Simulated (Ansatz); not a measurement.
SnS:
```cif
data_S4Sn4
_chemical_formula_sum 'Sn4 S4'
_space_group_name_H-M_alt 'Cmcm'
_space_group_IT_number 63
_space_group_name_Hall '-C 2c 2'
_cell_length_a 3.68069
_cell_length_b 10.89655
_cell_length_c 5.57223
_cell_angle_alpha 90.000
_cell_angle_beta 90.000
_cell_angle_gamma 90.000
loop_
_atom_site_label
_atom_site_type_symbol
_atom_site_symmetry_multiplicity
_atom_site_Wyckoff_symbol
_atom_site_fract_x
_atom_site_fract_y
_atom_site_fract_z
_atom_site_occupancy
Sn1 Sn 4 c 0.00000 0.14276 0.25000 1
S1 S 4 c 0.00000 0.19314 0.75000 1
```
(The calculation used a cell of 4 atoms; values per cell refer to that cell.)

Relaxed with LDA. LDA in the plane-wave PAW code Ansatz gives a gap of 0.13 eV.

**Question.** What gap does HSE06 give on the same cell (Ansatz, PAW)?

**Answer.** 0.81 eV, 0.67 eV more. The hybrid was solved on a coarser mesh and at special points; the gap given is the minimum over both.

Cost on shared cores: the LDA run (SCF on a 8×8×5 mesh, then bands and DOS) around 80 core-seconds (rough), the HSE06 run (SCF on 6×6×4, then a few points) very roughly 4 core-minutes; the tasks are unlike.

The workflow started from a Materials Project entry (that database holds measured and hypothetical structures alike); the Crystallography Open Database files this formula in space group No. 63, but the cells were not matched. It is not the phase usual at ambient conditions (space group No. 62). The cell was relaxed with LDA under the symmetry of its start; its stability against distortions is not shown here. A crystal of weakly bound layers computed without a dispersion correction: the cell and the soft elastic constants depend strongly on that. Spin–orbit coupling is left out wherever it is not named.

Potentials: the later of the program's two PAW sets.
